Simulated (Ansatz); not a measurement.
HfC (rock salt)

```cif
data_C4Hf4
_chemical_formula_sum 'C4 Hf4'
_space_group_name_H-M_alt 'Fm-3m'
_space_group_IT_number 225
_space_group_name_Hall '-F 4 2 3'
_cell_length_a 4.60723
_cell_length_b 4.60723
_cell_length_c 4.60723
_cell_angle_alpha 90.000
_cell_angle_beta 90.000
_cell_angle_gamma 90.000
loop_
_atom_site_label
_atom_site_type_symbol
_atom_site_symmetry_multiplicity
_atom_site_Wyckoff_symbol
_atom_site_fract_x
_atom_site_fract_y
_atom_site_fract_z
_atom_site_occupancy
C1 C 4 a 0.00000 0.00000 0.00000 1
Hf1 Hf 4 b 0.50000 0.50000 0.50000 1
```
(The calculation used a cell of 2 atoms; values per cell refer to that cell.)

Two coordinates are scanned: the volume, and the ratio of the stretch along z (the conventional c axis) to the stretch across it. Atoms keep their fractional coordinates.

The numbers are results of PBEsol (plane waves to 420 eV, PAW, scalar-relativistic; Ansatz, an electronic-structure program), not measurements. k mesh 17×17×17 (Γ-centred), Fermi-Dirac smearing 0.05 eV. Compression counts positive. With partly filled bands, the response to shear is sensitive to the k mesh, so small differences along c/a are uncertain. HfC is run without spin polarisation. HfC was relaxed with its symmetry unable to fall. Spin-orbit coupling is left out, though Hf is heavy. The last digit holds for this mesh only.

Changes of σxx (GPa) from the point V/V₀ = 1.000, (c/a)/(c/a)₀ = 1.000 when one coordinate moves alone (two changes are said to add if the coupling is within 5 % of the smaller one, nearly so within 20 %):

```csv
point,change
"V/V₀ = 1.000, (c/a)/(c/a)₀ = 0.960",-5.50
"V/V₀ = 1.000, (c/a)/(c/a)₀ = 0.980",-2.81
"V/V₀ = 0.920, (c/a)/(c/a)₀ = 1.000",24.33
"V/V₀ = 0.960, (c/a)/(c/a)₀ = 1.000",10.97
"V/V₀ = 1.040, (c/a)/(c/a)₀ = 1.000",-9.01
"V/V₀ = 1.080, (c/a)/(c/a)₀ = 1.000",-16.41
"V/V₀ = 1.000, (c/a)/(c/a)₀ = 1.020",2.96
"V/V₀ = 1.000, (c/a)/(c/a)₀ = 1.040",6.11
```

Problem. Do the two effects add at V/V₀ = 1.040, (c/a)/(c/a)₀ = 1.020? Give the computed change.

Solution. The sum of the single changes is -9.01 + (2.96) = -6.05; the calculation gives -6.50, so the coupling contributes -0.45 (under 20 % of the smaller single change, nearly additive).

Problem. What is the change at V/V₀ = 1.040, (c/a)/(c/a)₀ = 1.040, where both move, and how far is it from the sum?

Solution. The sum of the single changes is -9.01 + (6.11) = -2.90; the calculation gives -3.83, so the coupling contributes -0.93 (under 20 % of the smaller single change, nearly additive).

Problem. What is the change at V/V₀ = 0.920, (c/a)/(c/a)₀ = 1.020, where both move, and how far is it from the sum?

Solution. The sum of the single changes is 24.33 + (2.96) = 27.29; the calculation gives 28.41, so the coupling contributes 1.12 (over 20 % of the smaller single change, not additive).

(Under strain, the slope of the energy per volume gives the stress and its curvature an elastic modulus.)
